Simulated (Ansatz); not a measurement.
Starting cell, Sc (hcp, Mg type):

```
Sc
1.0
    6.65898     0.00000     0.00000
   -1.66475     2.88342     0.00000
    0.00000     0.00000     5.19194
Sc
4
Direct
  0.16667   0.66667   0.75000
  0.66667   0.66667   0.75000
  0.33333   0.33333   0.25000
  0.83333   0.33333   0.25000
```

The atoms are displaced by Q × the pattern below (from a DFPT mode at M = (0.5, 0.0, 0.0), largest move 1; Q in Å), at fixed cell. (q is in reciprocal vectors of the primitive cell; the cell shown is doubled to hold the pattern.)

```
atom      x      y       z
----  -----  -----  ------
Sc1   0.000  0.000  -1.000
Sc2   0.000  0.000   1.000
Sc3   0.000  0.000  -1.000
Sc4   0.000  0.000   1.000
```

These are r2SCAN (plane waves to 500 eV, PAW, scalar-relativistic; Ansatz, a quantum-chemistry and plane-wave program) values and carry that method's errors. k mesh 8×16×9 (Γ-centred), Fermi-Dirac smearing 0.05 eV. E stands for the smeared free energy. With partly filled bands, energies and forces of such displacements shift with the k mesh and the smearing. Sc is run without spin polarisation. Sc was relaxed with its symmetry unable to fall. ΔE is measured from the undisplaced structure.

```tsv
Q (Å)	ΔE (eV/cell)
-0.280	0.463
-0.187	0.207
-0.093	0.052
0.000	0.000
0.093	0.052
0.187	0.207
0.280	0.463
```

Problem. Which DFPT wavenumber at M = (0.5, 0.0, 0.0) belongs to this mode?
A. 133 cm⁻¹
B. 194 cm⁻¹
C. 218 cm⁻¹

Solution. A, 133 cm⁻¹. The curvature of the scan gives 134 cm⁻¹

(For displaced atoms, the force is minus the slope of the energy, and its curvature is a force constant, which sets phonon frequencies.)
